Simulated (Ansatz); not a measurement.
Relaxation of a relaxed Fe cell, doubled along one cell vector, shaken by Gaussian noise of σ = 0.08 Å a coordinate; 2 atoms in the cell, which starts as P-1 (No. 2), aP2; a = 2.4807 Å, b = 2.4807 Å, c = 4.0510 Å, α = 90.00°, β = 90.00°, γ = 109.47°. The numbers are results of r2SCAN (plane waves to 500 eV, PAW, scalar-relativistic; Ansatz, a quantum-chemistry and plane-wave program), not measurements. Γ-centred k-mesh 16×16×8 on the run's cell (coarser than for final values), Fermi–Dirac smearing 0.05 eV. This is the first round of the run. Spin-polarised start, with parallel moments on Fe.

The optimiser's lines from the output (shortened; P is positive under compression):

```
relax step   1: F+E_penalty+E_count = -8971.68038049 eV  Δ(F+E_penalty+E_count) = +0.000e0 eV  max|allowed force component| = 1.005e0 eV/Å  Δτ_max = 0.0000 Å  P = +1.995 GPa  Ω = 23.505 Å³  (14 SCF iters, dr2 threshold 1.00e-7 eV, accepted)
relax step   2: F+E_penalty+E_count = -8971.75962618 eV  Δ(F+E_penalty+E_count) = -7.925e-2 eV  max|allowed force component| = 5.332e-1 eV/Å  Δτ_max = 0.0589 Å  P = +0.613 GPa  Ω = 23.469 Å³  (11 SCF iters, dr2 threshold 2.00e-7 eV, accepted)
relax step   3: F+E_penalty+E_count = -8971.78642806 eV  Δ(F+E_penalty+E_count) = -2.680e-2 eV  max|allowed force component| = 3.385e-2 eV/Å  Δτ_max = 0.0611 Å  P = +1.323 GPa  Ω = 23.294 Å³  (11 SCF iters, dr2 threshold 2.00e-7 eV, accepted)
relax step   4: F+E_penalty+E_count = -8971.78841461 eV  Δ(F+E_penalty+E_count) = -1.987e-3 eV  max|allowed force component| = 2.878e-4 eV/Å  Δτ_max = 0.0056 Å  P = -0.158 GPa  Ω = 23.485 Å³  (11 SCF iters, dr2 threshold 2.00e-7 eV, accepted)
relax step   5: F+E_penalty+E_count = -8971.78864610 eV  Δ(F+E_penalty+E_count) = -2.315e-4 eV  max|allowed force component| = 8.977e-5 eV/Å  Δτ_max = 0.0000 Å  P = -0.014 GPa  Ω = 23.463 Å³  (7 SCF iters, dr2 threshold 2.00e-7 eV, accepted)
relax step   6: F+E_penalty+E_count = -8971.78865806 eV  Δ(F+E_penalty+E_count) = -1.196e-5 eV  max|allowed force component| = 1.196e-5 eV/Å  Δτ_max = 0.0000 Å  P = -0.002 GPa  Ω = 23.461 Å³  (7 SCF iters, dr2 threshold 8.10e-9 eV, accepted)
relax step   7: F+E_penalty+E_count = -8971.78860735 eV  Δ(F+E_penalty+E_count) = +5.071e-5 eV  max|allowed force component| = 1.220e-5 eV/Å  Δτ_max = 0.0000 Å  P = -0.008 GPa  Ω = 23.461 Å³  stress off target by 1.20e-2 GPa  SCF on the basis re-selected at this cell (its energy is not comparable with the rows above)  (11 SCF iters)
```

From the first to the last row the energy changes by -0.05 eV/atom and the volume by -0.2 %. The last row is marked as not comparable with the walk above it, whose basis was carried along; it does compare with step 1, since both stand on a basis selected at the nominal cutoff for their own cell.

Later rounds, restarted from the end of this one on a renewed k-mesh, logged 4 more steps and released under 0.01 eV/atom more. The final structure after all rounds: Im-3m (No. 229), cI2, bcc (W type); a = b = c = 2.8645 Å, α = β = γ = 90.00°. Spin state reached: ferromagnetic (net 2.64 μB/atom), from parallel starting moments; other spin orders were not run from this start. r2SCAN tends to overstate moments in metals.

The run could not lose the symmetry of its start.
